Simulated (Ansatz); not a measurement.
An Ansatz input:

```yaml
crystal:
  lattice:
    - [2.9359754393, 0.0, 0.0]
    - [-1.4679877197, 2.5426293153, 0.0]
    - [0.0, 0.0, 4.6347476761]
  atoms:
    - { symbol: Ga, position: [0.3333333333, 0.6666666667, 0.25] }
    - { symbol: Ga, position: [0.6666666667, 0.3333333333, 0.75] }
hamiltonian:
  xc: r2scan
  pseudopotentials:
    kind: paw
    azcp:
      Ga: "pseudopotentials/Ga.paw.azcp"
basis:
  ecutwfc: 500
  fft_grid_basis: typed
kpoints:
  mp_grid: { grid: [14, 14, 8], shift: [0, 0, 0] }
magnetization:
  spin_polarized: false
scf:
  occupations: { method: fermi_dirac, width: 0.1 }
  lower_state_search: "off"
output:
  stress: true
```

Output

```
Engine: ansatz 0.2.0, x86_64-unknown-linux-gnu
Pseudopotentials: kind: paw
Pseudopotential: Ga, paw, valence charge 13, recommended cutoff 500 eV (meta_gga) 
Functional definition: r2SCAN
  parameter k0 = 0.174
  parameter k1 = 0.065
  parameter a1 = 4.9479
  exchange = r2scan_x(k0 = k0, k1 = k1, a1 = a1)
  correlation = r2scan_c
Crystal: 2 atoms, lattice volume = 34.599 Å³
Basis set: ecut = 500 eV, 881 PW (Γ), exchange–correlation on 96×96×144 points (64 copies of the dense FFT grid, shifted against one another)
Bands: 17, of which v1, the nominal top of the filled ones, is band 13 counted from 1 (12 counted from 0)
Symmetry: 24 space group operations
Space group: P63/mmc (ITA 194), of the structure as read, at distance tolerance 3.3e-5 Å
k-points: 120 of 1568
Non-local potential: Ga, projectors of the file, l = 0: 2, l = 1: 2, l = 2: 3, l = 3: 1
PAW form: soft (Blöchl's): semilocal exchange-correlation on the pseudo side does not see the compensation charge
PAW frozen core: Ga, regenerated for the run's functional (the file was generated under x = pbe(κ = 0.804, μ = 0.2195149727645171), c = pbe(β = 0.06672455060314922))
PAW one-centre angular grid: Ga, 590 points (default); XC on 160 Gauss nodes
Initial density: superposition of atomic densities (neutral atoms: chi_scale 0, normalization atom), corrected by the library's trained network
Initial wavefunctions: pseudopotential atomic-orbital guess
Functional: x = r2scan, c = r2scan; τ floored in thin density (d = 2e-4 eV/Å³)
SCF iter   1: F=-7580.189702 eV  HF=-7580.201878 eV  |F-HF|=1.22e-2  |Δ(HF+E_count)|=         —  Δρ=1.19e-2  dr2=1.91e-2  dr2_τ=1.19e-3  ethr=1.77e-3  ⟨swp⟩=5.0  Hψ=9827  notcnv=0
SCF iter   2: F=-7580.208737 eV  HF=-7580.209224 eV  |F-HF|=4.88e-4  |Δ(HF+E_count)|=   7.35e-3  Δρ=3.22e-3  dr2=1.56e-3  dr2_τ=5.85e-5  ethr=7.36e-5  ⟨swp⟩=2.0  Hψ=5508  notcnv=0  defer=12
SCF iter   3: F=-7580.209208 eV  HF=-7580.209151 eV  |F-HF|=5.74e-5  |Δ(HF+E_count)|=   7.35e-5  Δρ=2.11e-3  dr2=6.15e-4  dr2_τ=3.00e-6  ethr=5.99e-6  ⟨swp⟩=2.0  Hψ=3833  notcnv=0  defer=12
SCF iter   4: F=-7580.209271 eV  HF=-7580.209267 eV  |F-HF|=3.93e-6  |Δ(HF+E_count)|=   1.16e-4  Δρ=3.80e-4  dr2=2.04e-5  dr2_τ=1.45e-7  ethr=2.36e-6  ⟨swp⟩=2.0  Hψ=2878  notcnv=0  defer=12
SCF iter   5: F=-7580.209272 eV  HF=-7580.209272 eV  |F-HF|=1.79e-7  |Δ(HF+E_count)|=   5.60e-6  Δρ=4.13e-5  dr2=2.51e-7  dr2_τ=1.22e-9  ethr=7.85e-8  ⟨swp⟩=2.1  Hψ=2484  notcnv=0  defer=12
SCF iter   6: F=-7580.209273 eV  HF=-7580.209272 eV  |F-HF|=3.72e-9  |Δ(HF+E_count)|=   2.56e-7  Δρ=3.61e-6  dr2=2.29e-9  dr2_τ=1.44e-11  ethr=3.85e-10  ⟨swp⟩=4.1  Hψ=7239  notcnv=0
SCF 1 converged in 6 iterations: F = -7580.209273 eV  dr2 = 2.29e-9
SCF converged after 6 iterations
Free energy (F): -7580.209273 eV
Harris-Foulkes:  -7580.209272 eV  (|F-HF|=3.72e-9)
Internal energy: -7580.181654 eV  (E = F + TS)
E sigma→0 (E₀):  -7580.195463 eV
Entropy (-TS):   -0.027619 eV (-13.809 meV/atom)
Fermi energy:    10.888428 eV
--- Per-component energies (eV) ---
  E_band       = -56.238964
  E_kinetic    = 229.759027
  E_local      = -3444.666262  (includes V_loc(G=0)·N_el)
  E_nonlocal   = 848.692682
  E_hartree    = 1630.937250
  E_xc         = -125.690594
  E_vxc        = -120.971738  (∫ρ·V_xc dr)
  E_paw        = -4000.780715  (= ΣΔE_a)
  E_vpaw       = -837.759966  (= ΣTr[D̂ρ^β])
  E_aug_tail   = -0.000080  (compensation charges beyond the density's cutoff)
  E_vtau       = 6.834960  (kinetic-family band-sum trace: ∫τ·v_τ [+ j·A + Jᵃ·Aᵃ] dr)
  E_ewald      = -2717.126823
  E_core_change = -1.306140  (= ΣΔE_core)
  E_smearing   = -0.027619  (= −TS)
  E_closure    = -0.000000  (closes the sum)
  Σ components = -7580.209273   (vs F -7580.209273, Δ=0.00e0)
--- Stress (GPa, compression-positive) ---
        2.625389       0.000000       0.000000
        0.000000       2.625389       0.000000
        0.000000       0.000000       3.061570
  P = ⅓ Tr σ = 2.7708 GPa (27.708 kbar)
```

Launched by

```sh
ansatz run input.yaml --threads 1 --pin off --max-ram 3584MiB --backend cpu --events-out ev --progress --plain --runs-dir out
```

On 1 thread of Intel(R) Xeon(R) Platinum 8259CL CPU @ 2.50GHz (Skylake/Cascade Lake) (shared host) this took about 9.3 s of wall time and 9.3 s of CPU time.
